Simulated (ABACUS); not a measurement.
Band structure of Al (Fm-3m, 1 atom in the cell; from Materials Project mp-134).

```
Al
1.0
    0.00000     2.01946     2.01946
    2.01946     0.00000     2.01946
    2.01946     2.01946     0.00000
Al
1
Direct
  0.00000   0.00000   0.00000
```

All values come from this method and carry its errors: PBE, PseudoDojo 0.5 standard norm-conserving PBE (tails mended) pseudopotentials (plane waves; ABACUS).

Settings: KPT = Gamma 10 10 10 0 0 0; basis_type = pw; ecutwfc = 40 Ry; smearing_method = gaussian; smearing_sigma = 0.00999582 Ry; potentials = PseudoDojo 0.5 standard norm-conserving PBE (tails mended); symmetry = 1; symmetry_prec = 1e-05; nbands = 8; ks_solver = dav_subspace; scf_nmax = 100; scf_thr = 1.0e-09 Ry; mixing_type = broyden; mixing_beta = 0.7.

The structure comes from a collection of computed structures, made at another level of theory; the collection holds predicted forms beside known ones. No clean gap shows at this smearing width and mesh (spacing up to 0.27 Å⁻¹); the mesh is coarse for partly filled bands, so the values carry mesh errors.

Points are given in units of this cell's reciprocal vectors. Levels in eV from the Fermi level, bands 1 to 6:
```tsv
point	1	2	3	4	5	6
Γ (0 0 0)	-11.28	12.49	12.49	12.49	13.98	13.98
X (0.5 0 0.5)	-3.06	-1.73	5.13	5.47	5.47	8.95
W (0.5 0.25 0.75)	-0.98	-0.98	0.04	0.99	15.70	15.70
K (0.375 0.375 0.75)	-2.02	-1.50	-0.52	6.44	8.08	15.56
L (0.5 0.5 0.5)	-4.73	-4.51	11.29	11.29	11.33	11.33
U (0.625 0.25 0.625)	-2.02	-1.50	-0.52	6.44	8.08	15.56
```

2 bands cross the Fermi level along this path, so the cell has no gap at this level.

“Tails mended”: in these copies of the files the far tail of each local potential was reset to the Coulomb form.
